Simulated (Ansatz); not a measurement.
Rh under compression and expansion

```
CELL_PARAMETERS angstrom
0.00000 1.90155 1.90155
1.90155 0.00000 1.90155
1.90155 1.90155 0.00000
ATOMIC_POSITIONS crystal
Rh 0.00000 0.00000 0.00000
```

The cell comes from COD entry 9008482, which wasn't checked; take it as a given geometry.

Methods: DFT, LDA, all-electron LAPW, scalar-relativistic (Ansatz 0.2.0); DFT, LDA, PAW with Ansatz's default frozen-core files, scalar-relativistic (Ansatz 0.2.0).

For LAPW: a Γ-centred 16×16×16 k mesh, Fermi–Dirac smearing of 0.03 eV, basis error target 0.25 meV/atom, no spin polarisation. PAW takes a cutoff of 420 eV at this cell (files made with PBE, cores remade for this functional). The Ansatz runs share mesh, smearing and spin set-up. Plane-wave (PAW) pressures include the program's estimate of the Pulay term.

The cell above is scaled evenly, with fractional coordinates and shape held.

```json
{"V/V(cell)": "0.9400", "V (Å³/atom)": "12.927", "P, LAPW (GPa)": "7.73", "P, PAW (GPa)": "7.68", "free energy over the lowest listed, PAW (meV/atom)": "6.9"}
{"V/V(cell)": "0.9600", "V (Å³/atom)": "13.202", "P, LAPW (GPa)": "0.61", "P, PAW (GPa)": "0.57", "free energy over the lowest listed, PAW (meV/atom)": "0.0"}
{"V/V(cell)": "0.9800", "V (Å³/atom)": "13.477", "P, LAPW (GPa)": "-5.67", "P, PAW (GPa)": "-5.70", "free energy over the lowest listed, PAW (meV/atom)": "4.5"}
{"V/V(cell)": "0.9900", "V (Å³/atom)": "13.614", "P, LAPW (GPa)": "-8.52", "P, PAW (GPa)": "-8.55", "free energy over the lowest listed, PAW (meV/atom)": "10.6"}
{"V/V(cell)": "1.0000", "V (Å³/atom)": "13.752", "P, LAPW (GPa)": "-11.20", "P, PAW (GPa)": "-11.22", "free energy over the lowest listed, PAW (meV/atom)": "19.1"}
{"V/V(cell)": "1.0100", "V (Å³/atom)": "13.889", "P, LAPW (GPa)": "-13.71", "P, PAW (GPa)": "-13.73", "free energy over the lowest listed, PAW (meV/atom)": "29.9"}
{"V/V(cell)": "1.0200", "V (Å³/atom)": "14.027", "P, LAPW (GPa)": "?", "P, PAW (GPa)": "?", "free energy over the lowest listed, PAW (meV/atom)": "?"}
{"V/V(cell)": "1.0400", "V (Å³/atom)": "14.302", "P, LAPW (GPa)": "-20.34", "P, PAW (GPa)": "-20.35", "free energy over the lowest listed, PAW (meV/atom)": "74.0"}
{"V/V(cell)": "1.0600", "V (Å³/atom)": "14.577", "P, LAPW (GPa)": "-24.09", "P, PAW (GPa)": "-24.09", "free energy over the lowest listed, PAW (meV/atom)": "112.2"}
```

**Question.** Fill in the row V/V(cell) = 1.0200.

**Answer.** P, LAPW (GPa) = -16.06, P, PAW (GPa) = -16.08, free energy over the lowest listed, PAW (meV/atom) = 42.7.

**Question.** What do Birch–Murnaghan fits to the pressures give?

**Answer.** LAPW: V0 = 13.23 Å³/atom, B0 = 318 GPa, B0′ = 5.1; PAW: V0 = 13.22 Å³/atom, B0 = 317 GPa, B0′ = 5.1.

PAW's V0 lies -0.01 % from the all-electron value and its B0 -0.1 %. Symmetry fixes shape and coordinates here, so this is the relaxed modulus.
